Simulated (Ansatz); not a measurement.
Geometry optimisation in Ansatz: input, command and trajectory.

```yaml
crystal:
  lattice:
    - [5.1964578672, 0.0, 0.0]
    - [0.0, 5.9058997912, 0.0]
    - [0.0, 0.0, 2.8440577193]
  atoms:
    - { symbol: Fe, position: [0.0, 0.0, 0.0] }
    - { symbol: Fe, position: [0.5, 0.5, 0.5] }
    - { symbol: As, position: [0.1786445442, 0.3630642972, 0.0] }
    - { symbol: As, position: [0.8213554558, 0.6369357028, 0.0] }
    - { symbol: As, position: [0.6786445442, 0.1369357028, 0.5] }
    - { symbol: As, position: [0.3213554558, 0.8630642972, 0.5] }
basis:
  ecutwfc: 500
kpoints:
  mp_grid: { grid: [8, 6, 12] }
hamiltonian:
  xc: r2scan
scf:
  occupations: { method: gaussian, width: 0.02 }
output:
  forces: true
  stress: true
  eigenvalues: true
relax:
  adjacent_minimum: "off"
  f_tol: 0.01
  max_steps: 30
  cell: { stress_tol: 0.1, fix: [volume] }
```

```bash
ansatz run input.yaml --threads 2 --pin off --max-ram 5120MiB --backend cpu --events-out ev --progress --plain --runs-dir out
```

Level of theory: DFT r2SCAN, scalar-relativistic, plane waves, PAW (Ansatz 0.2.0).

The volume is held at 0.97 times that of the relaxed cell.

Of 5 frames 4 are shown, positions in Å and forces in eV/Å; the SCF threshold varies from step to step. Steps run on the plane waves of an earlier cell, with a Pulay correction in the pressure. The basis is chosen afresh for the last frame, the zero of the energies, and at times for earlier ones too; energy and pressure step there, also at an unchanged geometry. Spin polarisation was left out; whether the Fe atoms would carry moments isn't shown by this run.

```xyz
6
Lattice="5.1965 0.0000 0.0000 0.0000 5.9059 0.0000 0.0000 0.0000 2.8441" Properties=species:S:1:pos:R:3:forces:R:3 pbc="T T T" step=1 free_energy_over_end_meV_per_atom=0.24 pressure_GPa=5.03
Fe    0.0000    0.0000    0.0000    0.0000    0.0000    0.0000
Fe    2.5982    2.9529    1.4220    0.0000    0.0000    0.0000
As    0.9283    2.1442    0.0000   -0.0412   -0.0498    0.0000
As    4.2681    3.7617    0.0000    0.0412    0.0498    0.0000
As    3.5265    0.8087    1.4220   -0.0412    0.0498    0.0000
As    1.6699    5.0972    1.4220    0.0412   -0.0498    0.0000
6
Lattice="5.2111 0.0000 0.0000 0.0000 5.9143 0.0000 0.0000 0.0000 2.8321" Properties=species:S:1:pos:R:3:forces:R:3 pbc="T T T" step=2 free_energy_over_end_meV_per_atom=0.03 pressure_GPa=4.82
Fe    0.0000    0.0000    0.0000    0.0000    0.0000    0.0000
Fe    2.6055    2.9571    1.4160    0.0000    0.0000    0.0000
As    0.9280    2.1447    0.0000   -0.0025   -0.0057    0.0000
As    4.2831    3.7696    0.0000    0.0025    0.0057    0.0000
As    3.5335    0.8124    1.4160   -0.0025    0.0057    0.0000
As    1.6775    5.1019    1.4160    0.0025   -0.0057    0.0000
6
Lattice="5.2119 0.0000 0.0000 0.0000 5.9079 0.0000 0.0000 0.0000 2.8347" Properties=species:S:1:pos:R:3:forces:R:3 pbc="T T T" step=3 free_energy_over_end_meV_per_atom=0.00 pressure_GPa=4.85
Fe    0.0000    0.0000    0.0000    0.0000    0.0000    0.0000
Fe    2.6060    2.9539    1.4173    0.0000    0.0000    0.0000
As    0.9289    2.1429    0.0000   -0.0073   -0.0114    0.0000
As    4.2830    3.7649    0.0000    0.0073    0.0114    0.0000
As    3.5349    0.8110    1.4173   -0.0073    0.0114    0.0000
As    1.6771    5.0969    1.4173    0.0073   -0.0114    0.0000
6
Lattice="5.2099 0.0000 0.0000 0.0000 5.9089 0.0000 0.0000 0.0000 2.8353" Properties=species:S:1:pos:R:3:forces:R:3 pbc="T T T" step=5 free_energy_over_end_meV_per_atom=0.00 pressure_GPa=4.85
Fe    0.0000    0.0000    0.0000    0.0000    0.0000    0.0000
Fe    2.6049    2.9544    1.4177    0.0000    0.0000    0.0000
As    0.9282    2.1428    0.0000   -0.0024   -0.0035    0.0000
As    4.2817    3.7661    0.0000    0.0024    0.0035    0.0000
As    3.5331    0.8117    1.4177   -0.0024    0.0035    0.0000
As    1.6767    5.0972    1.4177    0.0024   -0.0035    0.0000
```

It took 4.5 min on 2 threads of Arm Neoverse V1, with other jobs on the host, peak memory 1 GiB.